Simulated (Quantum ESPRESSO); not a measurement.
## Band energies of TlCl3 monolayer

```xyz
8
Lattice="6.6272 0.0004 0.0000 -3.3109 5.7409 0.0000 0.0000 0.0000 16.0000" Properties=species:S:1:pos:R:3 pbc="T T T"
Cl    -0.0012     4.0745     1.4879
Cl     3.5300     2.0348     1.4879
Cl     3.3074     5.7260     1.4944
Cl    -0.9588     5.7365    -1.4879
Cl     5.4482     2.0357    -1.4879
Cl     2.3598     4.0854    -1.4944
Tl     4.4873     0.1221     0.0000
Tl    -2.1363     3.9480     0.0000
```

PBEsol (pw.x of Quantum ESPRESSO, ONCV potentials, without SOC); path ΓXA1YΓ; energies in eV from the valence-band maximum.

```csv
k (1/Å),point,band 30,band 31,band 32,band 33,band 34,band 35,band 36,band 37
0.00,Γ,-0.37,-0.18,-0.17,0.00,0.00,2.57,2.93,6.34
0.21,,-0.31,-0.23,-0.21,-0.11,-0.01,2.70,2.91,6.64
0.42,,-0.37,-0.22,-0.13,-0.09,-0.05,2.84,2.85,6.93
0.63,X,-0.37,-0.15,-0.11,-0.05,-0.05,2.83,2.84,6.94
0.84,,-0.26,-0.20,-0.18,-0.14,-0.05,2.79,2.91,7.01
1.05,,-0.26,-0.20,-0.18,-0.14,-0.05,2.79,2.91,7.01
1.26,A1,-0.37,-0.15,-0.11,-0.05,-0.05,2.83,2.84,6.94
1.42,,-0.29,-0.17,-0.16,-0.12,-0.04,2.80,2.90,7.00
1.58,Y,-0.28,-0.22,-0.20,-0.15,-0.07,2.79,2.93,7.01
1.72,,-0.24,-0.24,-0.17,-0.13,-0.10,2.80,2.91,7.05
1.85,,-0.28,-0.23,-0.19,-0.11,-0.06,2.76,2.90,6.81
1.99,,-0.31,-0.22,-0.20,-0.05,-0.01,2.63,2.92,6.48
2.13,Γ,-0.37,-0.18,-0.17,0.00,0.00,2.57,2.93,6.34
```

The PBEsol gap is direct, 2.57 eV at Γ. The valence-band maximum lies 8.09 eV below the vacuum level.

Spin-orbit coupling is left out; with 6p states at a band edge it can lower the gap by many tenths of an eV, most of a small gap.

Geometry relaxed with PBEsol.

This is a model layer cut from the bulk structure; whether it is stable on its own was not checked.
